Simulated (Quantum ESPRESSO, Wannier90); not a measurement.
**Pt (fcc (Cu type)), plane waves to Wannier functions**

Cell from Materials Project (mp-126), symmetrised, no further relaxation. This is the element's usual structure. Method: PBEsol plane waves in Quantum ESPRESSO 7.5 (PseudoDojo norm-conserving files, 68 Ry, spinors with spin-orbit coupling), Bloch states on a 10×10×10 mesh through Γ, Wannier90 4.0.1. Density: 18×18×18 mesh, cold smearing 0.01 Ry.

The plane-wave run has 42 bands and 18 electrons a cell. On the energy scale of pw.x, whose zero is arbitrary, the Fermi level lies at 23.02 eV.

Isolated groups of bands, relative to the Fermi level (bands from 9 on overlap up to the last one computed):

```
bands  from (eV)  to (eV)  filling  weight on atomic waves
-----  ---------  -------  -------  ----------------------
1–2       -98.44   -98.40   filled              Pt 5s 99 %
3–4       -63.73   -63.60   filled             Pt 5p 100 %
5–8       -48.87   -48.43   filled             Pt 5p 100 %
```

Input w.win, without the blocks of cell, atoms and k-points (1000 lines):

```
num_bands = 42
num_wann = 18
spinors = true
num_iter = 1000
conv_tol = 1.0e-6
conv_window = 4
dis_num_iter = 1000
dis_conv_tol = 1.0e-6
dis_froz_max = 24.52
write_hr = true
write_u_matrices = true
begin projections
f=0.00661,-0.02120,0.00263: s;p;d
end projections
mp_grid = 10 10 10
```

Task: Check the input against the numbers above: what is wrong, and how is it mended?

Result: wannier90.x stops with:
```
dis_windows: More states in the frozen window than target WFs
```
At some k-point more bands lie below dis_froz_max than there are Wannier functions, and every frozen state has to fit into the subspace. Here the deep bands below band 9 or between the kept ones were not excluded and fill the window; only bands 9-42 belong to the model. Mended as below, all else unchanged, the run goes through (Ω_I = 15.3 Å²) and follows the plane-wave bands to 2.6 meV rms (states up to 1.0 eV relative to the Fermi level).
```
num_bands = 34
exclude_bands = 1-8
```
